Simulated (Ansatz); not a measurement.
SrAlO$_{2}$F:
```
SrAlO2F
1.0
    3.77584     0.00000     0.00000
    0.00000     3.77584     0.00000
    0.00000     0.00000     3.81236
Sr Al O F
1 1 2 1
Direct
  0.50000   0.50000   0.50000
  0.00000   0.00000   0.00000
  0.50000   0.00000   0.00000
  0.00000   0.50000   0.00000
  0.00000   0.00000   0.50000
```

This is the PBEsol-relaxed structure.

Problem. All from PBEsol in the plane-wave PAW code Ansatz, unless another level is named. Predict the Hill bulk and shear moduli.

Solution. 156 and 108 GPa.

Problem. Give the vibrational entropy at 300 K.

Solution. 19.5 J/(K·mol of atoms).

Problem. Give the highest zone-centre frequency (without LO–TO term).

Solution. 641 cm⁻¹.

Space group P4/mmm. The start of the workflow was typed in or built on a structure type; neither database checked (COD, Materials Project) lists it. Whether it is the stable phase at ambient conditions was not checked. Symmetry was held in the PBEsol relaxation; whether a distortion lowers the energy is not shown.

Potentials: the earlier of the program's two PAW sets. The files were generated under PBE; for other functionals the program regenerates the frozen cores, and for LDA and PBEsol the local potential too.
